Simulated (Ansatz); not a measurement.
# CoSi2: pressure against volume

CoSi2, Fm-3m, a = 5.312 Å. Ansatz: PBEsol, PAW, 420 eV, Γ-centred 14×14×14 mesh on 3 atoms, Gaussian smearing 0.10 eV; no spin polarisation. Symmetry fixes shape and atoms, so the cell is only scaled; pressure is positive in compression.

| V (Å³/atom) | P (GPa) |
| --- | --- |
| 11.745 | 13.78 |
| 12.119 | 6.32 |
| 12.494 | -0.02 |
| 12.869 | ? |
| 13.244 | -9.95 |

**Question.** Take V0 = 12.494 Å³/atom, count pressures from its P0 = -0.02 GPa, fit the third-order Birch–Murnaghan form to the other rows, and predict the missing pressure.

**Answer.** With the Eulerian strain f = ½[(V0/V)^(2/3) − 1] and y = (P − P0)/[3f(1 + 2f)^(5/2)], the form is the line y = B0 + 1.5 B0 (B0′ − 4) f. Rows (f, y): 0.02104, 197.2; 0.01026, 195.8; -0.01906, 191.4. Means f = 0.004080, y = 194.80; Σ(Δf)² = 0.0008613, ΣΔfΔy = 0.1256; the slope is their ratio. y = 194.2 + 145.8 f GPa, so B0 = 194.2 GPa and B0′ = 4 + 2 × (145.8)/(3 × 194.2) = 4.50. At V = 12.869, f = -0.00976, y = 192.78 and P = -5.39 GPa. The run gave -5.40 GPa, so the fit is 0.01 GPa too high, a small miss on the scale of the series.